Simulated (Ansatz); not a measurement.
## Rutile alloy of SnO2 and TiO2 (3 of 24 Sn sites exchanged), 72 atoms

Ansatz, PAW, plane waves. PBEsol relaxation of cell lengths and atoms (angles held) at the single k point (¼, ¼, ¼) without its symmetry partners; single points on the relaxed atoms at the single k point (¼, ¼, ¼) without its symmetry partners, onto which points of the small cell's zone fold. Arrangement: unlike neighbours preferred. No spin–orbit coupling unless named.

Relaxed structure:

```
Sn Ti O
1.0
     9.49041    0.00000    0.00000
     0.00000    9.49498    0.00000
     0.00000    0.00000    9.54786
Sn Ti O
21 3 48
Direct
  0.00184 0.99842 0.00126
  0.00169 0.99867 0.33186
  0.00028 0.00020 0.66589
  0.00169 0.50140 0.32965
  0.00116 0.50065 0.66891
  0.49892 0.99834 0.00074
  0.49840 0.99808 0.33180
  0.49994 0.99938 0.66675
  0.49885 0.50145 0.00355
  0.50105 0.49939 0.66366
  0.25088 0.25292 0.16693
  0.25187 0.25256 0.49827
  0.24878 0.25121 0.83419
  0.25247 0.74890 0.49594
  0.24959 0.74769 0.83687
  0.75009 0.25263 0.16623
  0.74807 0.25206 0.49833
  0.75142 0.25204 0.83462
  0.74977 0.74699 0.16689
  0.74907 0.74756 0.49826
  0.75226 0.74867 0.83411
  0.00050 0.49977 0.00140
  0.49673 0.50378 0.32936
  0.24672 0.74711 0.16465
  0.15618 0.15053 0.00099
  0.15384 0.15427 0.33243
  0.15200 0.15590 0.66602
  0.15325 0.65009 0.01036
  0.15351 0.65573 0.32371
  0.15469 0.65164 0.66610
  0.65234 0.15495 0.00024
  0.65468 0.15092 0.33221
  0.65247 0.15483 0.66679
  0.64977 0.65413 0.00029
  0.64850 0.64848 0.33219
  0.65487 0.65043 0.66681
  0.34948 0.34734 0.00034
  0.34936 0.35434 0.33209
  0.34693 0.34870 0.66695
  0.34534 0.84173 0.00962
  0.34277 0.84522 0.32281
  0.34785 0.84427 0.66664
  0.85108 0.35272 0.00049
  0.85062 0.34706 0.33226
  0.84722 0.34928 0.66641
  0.84640 0.84757 0.00091
  0.84943 0.84319 0.33233
  0.84793 0.84518 0.66597
  0.09433 0.40441 0.15707
  0.09932 0.40601 0.49887
  0.09588 0.40706 0.84310
  0.10105 0.89672 0.16613
  0.09925 0.90226 0.49924
  0.09773 0.90096 0.83362
  0.59505 0.40738 0.17549
  0.59339 0.40583 0.49015
  0.59775 0.40513 0.83424
  0.59928 0.90308 0.16661
  0.59521 0.90030 0.49906
  0.59696 0.90152 0.83361
  0.40502 0.10030 0.16659
  0.40266 0.09677 0.49916
  0.40111 0.09544 0.83360
  0.40046 0.59780 0.17583
  0.40571 0.59529 0.49080
  0.40222 0.59611 0.83369
  0.90466 0.09772 0.16612
  0.90270 0.09670 0.49894
  0.90480 0.09767 0.83403
  0.90346 0.59256 0.15709
  0.90416 0.59666 0.49892
  0.90851 0.59624 0.84299
```

(1) What are the mean bond lengths by pair (pairs within 1.2 times the sum of covalent radii, less contacts 15 % beyond the pair's median; cation–cation pairs of compounds aside; long ionic contacts are cut short by that bound)?

(2) What gap lies between the top filled and the lowest empty level in the single points?

## Answers

(1) O–Sn 2.067 ± 0.012 Å (standard deviation, 126 bonds); O–Ti 1.981 ± 0.026 Å (standard deviation, 18 bonds).

(2) HSE06 4.26 eV (29 s on NVIDIA GB300). Away from Γ this isn't the crystal's band gap.
